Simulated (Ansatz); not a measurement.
Te₂Mo:
```
CELL_PARAMETERS angstrom
      3.55660     0.00000     0.00000
     -1.77830     3.08010     0.00000
      0.00000     0.00000    15.33642
ATOMIC_POSITIONS crystal
  Te 0.33333 0.66667 0.63210
  Te 0.66667 0.33333 0.36790
  Te 0.66667 0.33333 0.13210
  Te 0.33333 0.66667 0.86790
  Mo 0.33333 0.66667 0.25000
  Mo 0.66667 0.33333 0.75000
```

Relaxed with PBE. Special points in fractions of this cell's reciprocal vectors: Γ (0.000, 0.000, 0.000); M (0.500, 0.000, 0.000); K (0.333, 0.333, 0.000); A (0.000, 0.000, 0.500); L (0.500, 0.000, 0.500); H (0.333, 0.333, 0.500).

Task: List the band energies nearest the valence-band maximum at these points for PBE in the plane-wave PAW code Ansatz.

Result: In eV from the valence-band maximum; about four levels below and three above (degenerate sets whole), none deeper than 8.9 eV; points with the same levels are listed once.

| k | below | above |
|---|---|---|
| Γ | -0.91 -0.91 -0.76 -0.14 | 2.97 2.97 3.01 3.01 |
| M | -0.79 -0.78 -0.41 -0.32 | 1.34 1.36 1.59 |
| K | -1.76 -1.76 -0.09 0.00 | 1.03 1.03 1.59 |
| A | -0.91 -0.91 -0.91 -0.91 -0.28 -0.28 | 2.99 2.99 2.99 2.99 |
| L | -0.78 -0.78 -0.37 -0.37 | 1.35 1.35 1.68 1.68 |
| H | -1.78 -1.78 -0.05 -0.05 | 1.03 1.03 1.81 1.81 |

Space group P6_3/mmc. The PBE relaxation kept the symmetry of its start. No spin polarisation was allowed. A crystal of weakly bound layers computed without a dispersion correction: the cell and the soft elastic constants depend strongly on that. Spin–orbit coupling is left out wherever it is not named.

Potentials: the later of the program's two PAW sets.
